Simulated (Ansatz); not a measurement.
LiTaO₃:
```cif
data_LiO3Ta
_chemical_formula_sum 'Ta1 Li1 O3'
_space_group_name_H-M_alt 'P 1'
_space_group_IT_number 1
_cell_length_a 3.91993
_cell_length_b 3.91993
_cell_length_c 4.00237
_cell_angle_alpha 90.000
_cell_angle_beta 90.000
_cell_angle_gamma 90.000
loop_
_space_group_symop_operation_xyz
  'x, y, z'
loop_
_atom_site_label
_atom_site_type_symbol
_atom_site_fract_x
_atom_site_fract_y
_atom_site_fract_z
_atom_site_occupancy
Ta1 Ta 0.50000 0.50000 0.40910 1
Li1 Li 0.00000 0.00000 0.15094 1
O1 O 0.50000 0.50000 0.86630 1
O2 O 0.50000 0.00000 0.33983 1
O3 O 0.00000 0.50000 0.33983 1
```

Relaxed with PBEsol. The program Ansatz at the PBEsol level (PAW) gives a gap of 2.20 eV.

What gap does HSE06 give on the same cell (Ansatz, PAW)?

3.75 eV, 1.55 eV more. The hybrid was solved on a coarser mesh and at special points; the gap given is the minimum over both.

```json
[
 {"k": "Γ", "v1 PBEsol": "-0.90", "c1 PBEsol": "2.20", "v1 HSE06": "-1.00", "c1 HSE06": "3.75"},
 {"k": "Z", "v1 PBEsol": "-1.04", "c1 PBEsol": "2.27", "v1 HSE06": "-1.09", "c1 HSE06": "3.83"},
 {"k": "M", "v1 PBEsol": "-0.51", "c1 PBEsol": "5.22", "v1 HSE06": "___", "c1 HSE06": "___"},
 {"k": "A", "v1 PBEsol": "0.00", "c1 PBEsol": "5.73", "v1 HSE06": "___", "c1 HSE06": "___"},
 {"k": "R", "v1 PBEsol": "0.00", "c1 PBEsol": "4.90", "v1 HSE06": "___", "c1 HSE06": "___"},
 {"k": "X", "v1 PBEsol": "-0.98", "c1 PBEsol": "3.74", "v1 HSE06": "___", "c1 HSE06": "___"}
]
```

Top valence (v1) and lowest conduction level (c1) in eV from each method's valence maximum (which need not be a listed point): supply the withheld HSE06 values.


- M, v1 HSE06: -0.50
- M, c1 HSE06: 6.86
- X, v1 HSE06: -1.09
- X, c1 HSE06: 5.28
- R, v1 HSE06: 0.00
- R, c1 HSE06: 6.61
- A, v1 HSE06: 0.00
- A, c1 HSE06: 7.42

Cost on shared cores: the PBEsol run (SCF on a 7×7×7 mesh, then bands and DOS) around 40 core-seconds (rough), the HSE06 run (SCF on 4×4×4, then a few points) very roughly 90 core-seconds; the tasks are unlike.

Space group P4mm. The start of the workflow was typed in or built on a structure type; neither database checked (COD, Materials Project) lists it. It is not the phase usual at ambient conditions (space group No. 161). The PBEsol relaxation kept the symmetry of its start. At this level the phase is dynamically unstable (imaginary phonons). No spin polarisation was allowed. Scalar-relativistic: spin–orbit coupling is off unless named, which matters more the heavier the elements.

Potentials: the later of the program's two PAW sets.
